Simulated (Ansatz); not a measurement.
CuI:
```
CELL_PARAMETERS angstrom
      0.00000     2.93058     2.93058
      2.93058     0.00000     2.93058
      2.93058     2.93058     0.00000
ATOMIC_POSITIONS crystal
  Cu 0.75000 0.75000 0.75000
  I  0.00000 0.00000 0.00000
```

Relaxed with LDA. Special points in fractions of this cell's reciprocal vectors: Γ (0.000, 0.000, 0.000); X (0.500, 0.000, 0.500); U (0.625, 0.250, 0.625); K (0.375, 0.375, 0.750); L (0.500, 0.500, 0.500); W (0.500, 0.250, 0.750).

Q: List the band energies nearest the valence-band maximum at these points for the program Ansatz at the LDA level (PAW).

A: In eV from the valence-band maximum; about four levels below and three above (degenerate sets whole), none deeper than 8.9 eV; points with the same levels are listed once.

```
k                          below                above
-  -----------------------------  -------------------
Γ     -2.37 -2.37 0.00 0.00 0.00  1.23 4.76 4.76 4.76
X        -2.29 -2.27 -1.92 -1.92       2.41 2.77 9.74
U        -2.34 -2.20 -1.95 -1.60       2.91 4.74 7.74
L  -2.34 -2.34 -2.28 -0.90 -0.90       2.12 5.35 5.35
W        -2.44 -2.27 -2.06 -1.65       4.58 4.84 6.05
```

Space group F-43m (zinc blende). The LDA relaxation kept the symmetry of its start. No spin polarisation was allowed. Spin–orbit coupling is left out wherever it is not named.

Potentials: the earlier of the program's two PAW sets. The files were generated under PBE; for other functionals the program regenerates the frozen cores, and for LDA and PBEsol the local potential too.
